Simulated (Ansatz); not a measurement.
# RuCl2 (CdI2-type structure)

Level of theory: DFT, PBE, scalar-relativistic, no spin polarisation; plane waves to 420 eV with PAW datasets (Ansatz 0.2.0), 12×12×6 k-mesh, Gaussian smearing of 0.05 eV. The datasets are Ansatz's generated set soft_2.

```
Ru Cl
1.0
     3.59915    0.00000    0.00000
    -1.79957    3.11695    0.00000
     0.00000    0.00000    6.34227
Ru Cl
1 2
Direct
  0.00000 0.00000 0.00000
  0.33333 0.66667 0.19273
  0.66667 0.33333 0.80727
```

The cell came from substitution into a structure type; no database entry of this phase was matched, which doesn't show that none exists.

The run above is the reference. The same cell was run again with other input settings; several of them aren't fit for production, so the rows show the settings' effect and aren't properties of the material.

| keys changed | outcome | ΔE (meV/atom) | P (GPa) | gap on the mesh (eV) | cell moment (μB) | largest force component (eV/Å) | SCF iterations | rough core-seconds | new warnings |
| --- | --- | --- | --- | --- | --- | --- | --- | --- | --- |
| none (reference) | converged | 0.0 | 0.0 | 1.07 | – | 0.000 | – | – | – |
| scf.initial_density.chi_scale: 0.0; hamiltonian.hubbard: {"sites": [{"species": "Ru", "l": "d", "u_eff": 6.0}], "double_counting": "amf"} | converged | – | 7.0 | 4.12 | – | 1.172 | 8 | 8 | – |
| scf.mixing.algorithm: "broyden"; scf.mixing.beta: 0.7; basis.xc_grid: 3 | converged | 0.0 | 0.0 | 1.07 | – | 0.000 | 6 | 6 | – |
| accuracy: "medium"; scf.initial_density.chi_scale: 0.1 | converged | 0.0 | 0.0 | 1.07 | – | 0.000 | 9 | 10 | – |

These changes also left energy (to 0.1 meV/atom), pressure, gap, moment and forces as in the reference: scf.algorithm: "density_mixing" | crystal.symmetry: {"detect": false}; scf.algorithm: "density_mixing".

ΔE is the energy with the smearing extrapolated to zero. It is left out where the change alters the Hamiltonian or the spin treatment. The varied runs start from atomic densities (corrected by the program's trained start where that serves), with the default search for lower states unless a row changes it.

Q: What happens with these changes: kpoints.mp_grid.grid: [12, 12, 6] → [8, 8, 4]; hamiltonian.hubbard: {"sites": [{"species": "Ru", "l": "d", "u_eff": 8.0}], "double_counting": "fll"}?

A: outcome converged, P (GPa) 6.2, gap on the mesh (eV) 4.62, largest force component (eV/Å) 1.116, SCF iterations 9, rough core-seconds 4.

Q: What happens with these changes: hamiltonian.xc: "pbe" → "rpbe"; hamiltonian.pseudopotentials: {"kind": "paw", "source": "jth"}; scf.occupations.width: 0.05 → null; scf.occupations.method: "gaussian" → "tetrahedron"?

A: outcome converged, P (GPa) 2.2, gap on the mesh (eV) 1.13, largest force component (eV/Å) 0.252, SCF iterations 10, rough core-seconds 9, new warnings band table not solved further; cutoff below recommended; radial quadrature taken; tetrahedron derivatives may miss energy slope.

Changing scf.algorithm only steers the path to self-consistency, so the energy stays within 0.5 meV/atom.

Other pseudopotential files need their own cutoff; where it is too low, pressure and moments show the cutoff and not the files.

2 further runs (cut off, refused for memory, with changed atoms or starts, or in doubt) are left out.

Of the reference: Semilocal functionals underestimate band gaps, commonly by a third or more. The structure is built of weakly bound layers, and this functional has no dispersion term, so their spacing and all that hangs on it (volume, the soft elastic constants, low modes, dielectric constants) are poorly given.
